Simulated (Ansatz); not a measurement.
# From the elastic tensor of Sn₄Se₃S to moduli and sound speeds

The calculation used Ansatz, DFT PBE, scalar-relativistic, plane waves, PAW. Cutoff 420 eV, 6×6×6 k-points (Γ-centred), fixed occupations. No spin polarisation.

Space group Cm (No. 8), monoclinic, a = 8.646 Å, b = 8.496 Å, c = 6.088 Å, β = 90.9°. Sn on a site of symmetry m is surrounded by 6 Se at 2.92–3.18 Å; Sn on a site of symmetry 1 is surrounded by 1 S at 2.73 Å, 4 Se at 2.91–3.19 Å and 1 S at 3.34 Å; Sn on a second site of symmetry m is surrounded by 1 S at 2.71 Å, 2 Se at 2.94 Å, 2 Se at 3.12 Å and 1 S at 3.40 Å; Se on a site of symmetry 1 is surrounded by 3 Sn at 2.91–2.94 Å and 3 Sn at 3.12–3.19 Å; around Se on a site of symmetry m lie 6 Sn at 2.92–3.18 Å; around S lie 3 Sn at 2.71–2.73 Å and 3 Sn at 3.34–3.40 Å.

It was reached by relaxing an invented guess, and it needn't be the stable form of this composition. Spin–orbit coupling is left out, which matters for heavy elements.

Relaxed-ion constants (GPa, on the Cartesian axes of the calculation):
```
46.7 32.3 -6.3  0.0 -0.9  0.0
32.3 68.5 -4.3  0.0 -0.6  0.0
-6.3 -4.3 43.7  0.0  0.8  0.0
 0.0  0.0  0.0  7.6  0.0 -0.6
-0.9 -0.6  0.8  0.0  8.2  0.0
 0.0  0.0  0.0 -0.6  0.0 29.9
```

Density 5.524 g/cm³; 8 atoms in 223.59 Å³.

With S = C⁻¹: B_V = (C11+C22+C33+2(C12+C13+C23))/9, G_V = (C11+C22+C33−C12−C13−C23+3(C44+C55+C66))/15, 1/B_R = S11+S22+S33+2(S12+S13+S23), 15/G_R = 4(S11+S22+S33−S12−S13−S23)+3(S44+S55+S66); Hill is their mean. Then v_l = √((B+4G/3)/ρ), v_t = √(G/ρ), v_m = [(2/v_t³+1/v_l³)/3]^(−1/3) and Θ = (ħ/k_B)·v_m·(6π²n/V)^(1/3) for n atoms in the volume V; E = 9BG/(3B+G), ν = (3B−2G)/(2(3B+G)) and A^U = 5G_V/G_R + B_V/B_R − 6.

| Property | Result |
| --- | --- |
| Bulk modulus, Voigt / Reuss / Hill | 22.5 / 18.7 / 20.6 GPa |
| Shear modulus, Voigt / Reuss / Hill | 18.3 / 12.3 / 15.3 GPa |
| Young's modulus | 37 GPa |
| Poisson ratio | 0.202 |
| Pugh ratio B/G | 1.34 (under 1.75, the rule of thumb for brittle) |
| Universal anisotropy index | 2.64 |
| Longitudinal and transverse sound speeds | 2724 and 1665 m/s |
| Debye temperature from the mean sound speed | 180 K |
